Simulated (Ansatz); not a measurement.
# NMR crystallography of ZnO with Cu replacing Zn: given against relaxed positions

Start: a supercell of ZnO (wurtzite type, P6_3mc) built from a COD entry, with all atoms left at the host's positions.

```cif
data_Zn15CuO16
_symmetry_space_group_name_H-M 'P3m1'
_symmetry_Int_Tables_number 156
_cell_length_a 6.4986
_cell_length_b 6.4986
_cell_length_c 10.4114
_cell_angle_alpha 90.000
_cell_angle_beta 90.000
_cell_angle_gamma 120.000
loop_
_atom_site_label
_atom_site_type_symbol
_atom_site_symmetry_multiplicity
_atom_site_Wyckoff_symbol
_atom_site_fract_x
_atom_site_fract_y
_atom_site_fract_z
Cu Cu 1 a 0.0000 0.0000 0.2500
Zn2 Zn 1 a 0.0000 0.0000 0.7500
Zn3 Zn 3 d 0.0000 0.5000 0.2500
Zn4 Zn 3 d 0.0000 0.5000 0.7500
Zn9 Zn 3 d 0.1667 0.8333 0.0000
Zn10 Zn 3 d 0.1667 0.8333 0.5000
Zn15 Zn 1 c 0.6667 0.3333 0.0000
Zn16 Zn 1 c 0.6667 0.3333 0.5000
O17 O 3 d 0.1667 0.8333 0.1895
O18 O 3 d 0.1667 0.8333 0.6895
O23 O 1 c 0.6667 0.3333 0.1895
O24 O 1 c 0.6667 0.3333 0.6895
O25 O 1 a 0.0000 0.0000 0.4395
O26 O 1 a 0.0000 0.0000 0.9395
O27 O 3 d 0.0000 0.5000 0.4395
O28 O 3 d 0.0000 0.5000 0.9395
```

One atom of each set is listed.

The numbers come from a DFT calculation in Ansatz (PBE, plane waves and PAW, scalar-relativistic, 420 eV cutoff, Γ-centred 3×3×2 k-points, Fermi–Dirac smearing 0.01 eV, cell charge -1).

The largest force at the start is 1.00 eV/Å. Relaxing the ions at fixed cell moves them by 0.107 Å at most (atom 25, O) and 0.029 Å rms.

```json
{"site": "Cu", "moved (Å)": "0.010", "first shell before": "4 O at 1.97–1.98 Å", "first shell after": "4 O at 2.03–2.07 Å", "V_zz before (10²¹ V/m²)": "-0.32", "η before": "0.00"}
{"site": "Zn2", "moved (Å)": "0.036", "first shell before": "4 O at 1.97–1.98 Å", "first shell after": "4 O at 1.98 Å", "V_zz before (10²¹ V/m²)": "-0.30", "η before": "0.00"}
{"site": "Zn3", "moved (Å)": "0.018", "first shell before": "4 O at 1.97–1.98 Å", "first shell after": "4 O at 1.95–2.00 Å", "V_zz before (10²¹ V/m²)": "0.84", "η before": "0.11"}
{"site": "Zn9", "moved (Å)": "0.023", "first shell before": "4 O at 1.97–1.98 Å", "first shell after": "4 O at 1.94–1.99 Å", "V_zz before (10²¹ V/m²)": "-0.65", "η before": "0.40"}
{"site": "Zn10", "moved (Å)": "0.022", "first shell before": "4 O at 1.97–1.98 Å", "first shell after": "4 O at 1.94–2.00 Å", "V_zz before (10²¹ V/m²)": "-0.57", "η before": "0.53"}
{"site": "Zn16", "moved (Å)": "0.023", "first shell before": "4 O at 1.97–1.98 Å", "first shell after": "4 O at 1.97–1.99 Å", "V_zz before (10²¹ V/m²)": "0.40", "η before": "0.00"}
{"site": "O17", "moved (Å)": "0.049", "first shell before": "3 Zn at 1.97–1.98 Å, 1 Cu at 1.98 Å", "first shell after": "3 Zn at 1.94–1.95 Å, 1 Cu at 2.03 Å", "V_zz before (10²¹ V/m²)": "-1.29", "η before": "0.08"}
{"site": "O25", "moved (Å)": "0.107", "first shell before": "1 Cu at 1.97 Å, 3 Zn at 1.98 Å", "first shell after": "3 Zn at 1.94 Å, 1 Cu at 2.07 Å", "V_zz before (10²¹ V/m²)": "-1.18", "η before": "0.00"}
{"site": "O27", "moved (Å)": "0.010", "first shell before": "4 Zn at 1.97–1.98 Å", "first shell after": "4 Zn at 1.97–2.00 Å", "V_zz before (10²¹ V/m²)": "0.39", "η before": "0.68"}
{"site": "O28", "moved (Å)": "0.007", "first shell before": "4 Zn at 1.97–1.98 Å", "first shell after": "4 Zn at 1.97–1.99 Å", "V_zz before (10²¹ V/m²)": "-0.29", "η before": "0.26"}
```

(1) What are V_zz and η after the relaxation?

Results:

(1) 

```csv
site,V_zz after,η after,change of V_zz
Cu,0.20,0.00,+0.52
Zn2,0.36,0.00,+0.66
Zn3,2.17,0.06,+1.33
Zn9,-1.87,0.19,-1.22
Zn10,-1.99,0.84,-1.42
Zn16,1.10,0.00,+0.70
O17,-1.74,0.15,-0.45
O25,-2.19,0.00,-1.01
O27,-0.65,0.45,–
O28,-0.25,0.78,+0.04
```

The largest change of V_zz along a kept axis is on Zn10, from -0.57 to -1.99. Where |V_zz| stays above 0.1 and the axes keep their order, η moves most on O28, from 0.26 to 0.78. V_zz changes sign on Cu (same axis), Zn2 (same axis). On O27, Zn4 (not all in the table) the largest principal value lies along another axis in the second run, so the two V_zz can't be compared directly. The table leaves out 6 of the 16 sites, with |V_zz| up to 0.69; their tensors move by 0.28 at most along any direction. The statements above cover all sites. The host's own positions weren't relaxed first, so part of the change far from the defect can be the host's relaxation.

The run isn't spin-polarised, and a state with spin may lie lower. The defect repeats with the cell of 32 atoms, so it feels its images: sites between two images don't show the values beside a lone defect, and zeros or small values of η there can come from the images' arrangement. O and Zn carry a gradient in the pure host already, so the values there aren't the defect's effect alone. A uniform background compensates the cell's charge. The defect cell has no gap above 0.1 eV on its mesh, so the values can hang on the smearing and the k-mesh. The cell keeps the host's lattice, where the PBE pressure is 5 GPa (in a charged cell this depends on the convention for the mean potential).
Before: The neighbours have not yet relaxed around the defect (largest force 1.00 eV/Å), so a real crystal will differ.
After: The relaxation keeps the site symmetry 3m of the start, so the impurity can move only along its axis; a distortion that would localise the partly filled state isn't explored.
